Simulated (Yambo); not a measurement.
Yambo run on LiHS (space group Pmc2_1, No. 26). The wavefunctions come from this Quantum ESPRESSO step (LDA, PseudoDojo standard norm-conserving files, scalar-relativistic):

```
&CONTROL
  calculation = 'nscf'
  pseudo_dir = './pseudo'
  outdir = './out'
/
&SYSTEM
  ibrav = 0
  nat = 12
  ntyp = 3
  ecutwfc = 74.0
  ecutrho = 296.0
  occupations = 'fixed'
  force_symmorphic = .true.
  nbnd = 258
/
&ELECTRONS
  conv_thr = 1.2000000000000002e-08
  diago_full_acc = .true.
  diago_thr_init = 1e-08
/
ATOMIC_SPECIES
H 1.0080 H.upf
Li 6.9400 Li.upf
S 32.0600 S.upf
CELL_PARAMETERS angstrom
  6.101130000000   0.000000000000   0.000000000000
  0.000000000000   3.923420000000   0.000000000000
  0.000000000000   0.000000000000   7.832770000000
ATOMIC_POSITIONS crystal
H   0.000000000000   0.010520000000   0.934130000000
H   0.000000000000   0.989480000000   0.434130000000
H   0.500000000000   0.875030000000   0.499040000000
H   0.500000000000   0.124970000000   0.999040000000
Li   0.249840000000   0.496830000000   0.248520000000
Li   0.750160000000   0.503170000000   0.748520000000
Li   0.750160000000   0.496830000000   0.248520000000
Li   0.249840000000   0.503170000000   0.748520000000
S   0.000000000000   0.003150000000   0.762800000000
S   0.000000000000   0.996850000000   0.262800000000
S   0.500000000000   0.532970000000   0.499590000000
S   0.500000000000   0.467030000000   0.999590000000
K_POINTS automatic
2 4 1 0 0 0
```

Yambo input:

```
rim_cut
gw0
dyson
el_el_corr
HF_and_locXC
ppa
em1d
RandQpts= 1000000
RandGvec= 1 Ry
EXXRLvcs= 74 Ry
VXCRLvcs= 296 Ry
Chimod= "HARTREE"
% BndsRnXp
 5 | 257 |
%
NGsBlkXp= 7 Ry
% LongDrXp
 1.0 | 1.0 | 1.0 |
%
PPAPntXp= 27.2114 eV
% GbndRnge
 1 | 257 |
%
GTermKind= "BG"
DysSolver= "n"
ExtendOut
% QPkrange
 1 | 1 | 20 | 21 |
 6 | 6 | 20 | 21 |
%
```

k points by index: 1 = Γ, 6 = (-0.5, -0.5, 0).

Resulting energies as the program prints them:

```
#    K-point    Band    Eo [eV]    E [eV]    E-Eo [eV]    Vxc [eV]    Vnlxc [eV]    Sc|Eo [eV]    Sc|E [eV]    dSc/dw|Eo [eV]    Re(Z)    Im(Z)
#
    1    20    0.000000    -1.444323    -1.444323    -12.75903    -16.13976    1.568688    1.936402    -6.927231    0.797082    -0.001479
    1    21    3.232139    4.296251    1.064112    -9.073424    -4.472716    -3.315155    -3.536596    -5.661929    0.827763    -0.001379
    6    20    -0.432815    -1.948172    -1.515357    -12.57902    -16.25321    1.768624    2.158832    -7.006357    0.795239    -0.001542
    6    21    4.009846    5.245207    1.235361    -9.654830    -4.727402    -3.423000    -3.692068    -5.925990    0.821166    -0.001541
```
(The two width columns are left out.) Convergence of these settings isn't established.

Geometry of the Materials Project entry, not relaxed at this level.
